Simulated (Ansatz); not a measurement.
The relaxed structure here is a generated cell of SnO2: the first start was made by placing the elements on the sites of a structure type, and the end was not matched to a known phase here, so it may be hypothetical. Known forms of SnO2 include space group No. 136.

One stationary structure of SnO$_{2}$. Level of theory: r2SCAN (plane waves to 500 eV, PAW, scalar-relativistic; Ansatz, a quantum-chemistry and plane-wave program).

```cif
data_O6Sn3
_chemical_formula_sum 'O6 Sn3'
_space_group_name_H-M_alt 'P 1'
_space_group_IT_number 1
_cell_length_a 5.26526
_cell_length_b 5.26526
_cell_length_c 4.44240
_cell_angle_alpha 90.000
_cell_angle_beta 90.000
_cell_angle_gamma 120.000
loop_
_space_group_symop_operation_xyz
  'x, y, z'
loop_
_atom_site_label
_atom_site_type_symbol
_atom_site_fract_x
_atom_site_fract_y
_atom_site_fract_z
_atom_site_occupancy
O1 O 0.33492 0.33492 0.25475 1
O2 O 0.66508 0.00000 0.25475 1
O3 O 0.00000 0.66508 0.25475 1
O4 O 0.00000 0.33492 0.74525 1
O5 O 0.66508 0.66508 0.74525 1
O6 O 0.33492 0.00000 0.74525 1
Sn1 Sn 0.00000 0.00000 0.00000 1
Sn2 Sn 0.66667 0.33333 0.50000 1
Sn3 Sn 0.33333 0.66667 0.50000 1
```

Q: Find the space group and the Wyckoff positions (tolerance 0.01 Å).

A: Space group P-31m (No. 162); a = b = 5.2653 Å, c = 4.4424 Å, α = β = 90.00°, γ = 120.00°

| atom | site | symmetry | x | y | z |
|---|---|---|---|---|---|
| O | 6k | ..m | 0.3349 | 0.3349 | 0.2547 |
| Sn | 1a | -3.m | 0.0000 | 0.0000 | 0.0000 |
| Sn | 2d | 3.2 | 0.3333 | 0.6667 | 0.5000 |

This is the AFLOW prototype AB2_hP9_162_ad_k (as in V2N).

Q: Give the shortest distances between elements (the closest pairs, up to four, under 3.6 Å).

A: O–Sn 2.06 Å; O–O 2.79 Å; Sn–Sn 3.04 Å.

The volume per atom comes out as 11.85 Å³ and the band gap is 1.53 eV, direct at Γ (no spin-orbit coupling).

No spin polarisation in the result.

The run could not lose the symmetry of its start, so the end can be a saddle point.
